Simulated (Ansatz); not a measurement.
**Mechanical response of LuAs (Fm-3m)**

```
CELL_PARAMETERS angstrom
0.00000 2.80484 2.80484
2.80484 0.00000 2.80484
2.80484 2.80484 0.00000
ATOMIC_POSITIONS crystal
Lu 0.50000 0.50000 0.50000
As 0.00000 0.00000 0.00000
```

Conventional cell: a = 5.610 Å, b = 5.610 Å, c = 5.610 Å, α = 90.00°, β = 90.00°, γ = 90.00°. Lu (atom 1) is surrounded by 6 As at 2.80 Å. As (atom 2) is surrounded by 6 Lu at 2.80 Å.

Computed, not measured; unless marked otherwise by PBEsol, all-electron LAPW in Ansatz 0.2.0, scalar-relativistic. k mesh 12×12×12, Fermi-Dirac smearing of 0.050 eV, basis error target 1 meV/atom. The cell was relaxed by PAW under this functional. This phase needn't be the one found at ambient conditions.

The cell is cubic and carries a residual pressure of 0.02 GPa at this level. Each strain component that symmetry leaves independent is applied at ±0.003 and ±0.006, the ions relax wherever a strain frees them, and the stress (tension positive, GPa) is read. Shears are engineering strains, γ = 2ε.

```tsv
strain	size	σxx	σyy	σzz	σyz	σxz	σxy
xx	-0.006	-1.3483	-0.1477	-0.1477	0.0000	0.0000	0.0000
xx	-0.003	-0.6697	-0.0814	-0.0814	0.0000	0.0000	0.0000
xx	+0.003	0.6163	0.0513	0.0513	0.0000	0.0000	0.0000
xx	+0.006	1.2250	0.1176	0.1176	0.0000	0.0000	0.0000
yz	-0.006	-0.0141	-0.0158	-0.0158	-0.2771	0.0000	0.0000
yz	-0.003	-0.0148	-0.0152	-0.0152	-0.1386	0.0000	0.0000
yz	+0.003	-0.0148	-0.0152	-0.0152	0.1386	0.0000	0.0000
yz	+0.006	-0.0141	-0.0158	-0.0158	0.2771	0.0000	0.0000
```

The slope is [8(σ(+δ) − σ(−δ)) − (σ(+2δ) − σ(−2δ))]/(12δ), and the program imposes the crystal's symmetry on the matrix.

Problem. What are the independent elastic constants?

Solution. C11 = 214.3, C12 = 22.1, C44 = 46.2 GPa.

Problem. Do they meet the Born conditions?

Solution. C11 − C12 = 192.2, C11 + 2C12 = 258.5 and C44 = 46.2 GPa must all be positive, so the crystal is elastically stable; that says nothing yet of its phonons.

Problem. What moduli does a random aggregate of grains have?

Solution. B = (C11 + 2C12)/3 = 86.2 GPa. G_V = (C11 − C12 + 3C44)/5 = 66.2 and G_R = 5(C11 − C12)C44/(4C44 + 3(C11 − C12)) = 58.3, so G_H = 62.2 GPa. Then E = 9BG/(3B + G) = 150.5 GPa, ν = (3B − 2G)/(6B + 2G) = 0.209 and B/G = 1.38, on the brittle side of Pugh's 1.75 (a rule of thumb).

Problem. With the density of 9.403 g/cm³, how fast does sound travel, and what Debye temperature follows?

Solution. 

| direction | slow (m/s) | middle (m/s) | fast (m/s) |
| --- | --- | --- | --- |
| [100] | 2217 | 2217 | 4774 |
| [110] | 2217 | 3197 | 4182 |
| [111] | 2907 | 2907 | 3965 |

The mean of v⁻³ over directions and branches gives v_m = 2804 m/s and θ_D = (ħ/k_B) v_m (6π²n)^(1/3) = 298 K, n being atoms per volume. Young's modulus spans 118 to 210 GPa over directions, and the universal anisotropy index is 0.67.

Problem. How far do the constants move if PAW replaces LAPW in the same cell?

Solution. 

```csv
constant,LAPW (GPa),PAW (GPa),difference
C11,214.3,214.4,0.1
C12,22.1,22.1,0.0
C44,46.2,46.1,-0.1
```

Problem. How do the constants change if the ions are clamped to the homogeneous strain?

Solution. None moves by more than 0.3 GPa: by symmetry a homogeneous strain puts no force on these sites.

Limits of these numbers: responses of metals move with mesh and smearing; the frozen-core PAW files of the compared runs were fitted under PBE, their cores solved anew for this functional.
